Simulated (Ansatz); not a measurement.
# Coordination and ³³S quadrupole coupling in Bi2S3

Cell: a COD entry.

Space group Pnma (No. 62); a = 11.3540, b = 3.9911, c = 11.1880 Å.

```
site  Wyckoff  site symmetry       x       y       z
 Bi1       4c            .m.  0.4833  0.2500  0.3256
 Bi5       4c            .m.  0.3408  0.7500  0.0341
  S9       4c            .m.  0.2829  0.2500  0.1920
 S13       4c            .m.  0.5492  0.7500  0.1287
 S17       4c            .m.  0.3752  0.7500  0.4425
```

One atom of each set is listed.

All values are calculated (Ansatz; DFT, PBE, plane waves and PAW, scalar-relativistic, 420 eV cutoff, Γ-centred 3×7×3 k-points, Fermi–Dirac smearing 0.02 eV), not measured.

Q(³³S) = -69.40 mb.

Q: Rank these S sites by |C_Q|, smallest first.
A. S9: 3 Bi at 2.72–2.75 Å
B. S13: 5 Bi at 2.59–3.07 Å
C. S17: 5 Bi at 2.68–3.32 Å

A: A (4.27 MHz, η = 0.30), B (7.86 MHz, η = 0.88), C (15.4 MHz, η = 0.23).

At S9 V_zz stands upright on the plane through its three neighbours (within 2°). Like point charges on the first shell alone (each adding as 1/d³) would give the same order, so the shape of the shell goes a long way to explain it.

Without spin–orbit coupling the gradients at and beside Bi can be off by some per cent, at some sites by more.
